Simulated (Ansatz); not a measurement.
As (R-3m): the size of the finite step

```
As
1.0
     1.79459    1.03611    5.07198
    -1.79459    1.03611    5.07198
     0.00000   -2.07221    5.07198
As
2
Direct
  0.78848 0.78848 0.78848
  0.21152 0.21152 0.21152
```

Level of theory, where no other is named: r²SCAN, PAW on Ansatz 0.2.0's default frozen-core files (fitted under PBE), scalar-relativistic. k mesh 8×8×8, strains of ±0.005, fixed occupations, cutoff 500 eV. The cell was relaxed by PAW under this functional, which moved its volume by +31 % from the database entry's.

(1) Elastic constants come from stresses at strains of ±0.005 (two-point stencil): C11 = 115.7, C12 = 20.8, C13 = 7.5, C14 = -1.9, C33 = 6.6, C44 = 1.9 GPa. What does an amplitude of 0.08 give?

## Answers

(1) C11 = 122.0, C12 = 20.5, C13 = 8.1, C14 = -1.9, C33 = 6.8, C44 = 2.0 GPa. A large step picks up anharmonic terms.

Limits of these numbers: frozen-core PAW files fitted under PBE, their cores solved anew for the functional of the run; no dispersion correction, so the spacing and stiffness between layers or molecules are poor.
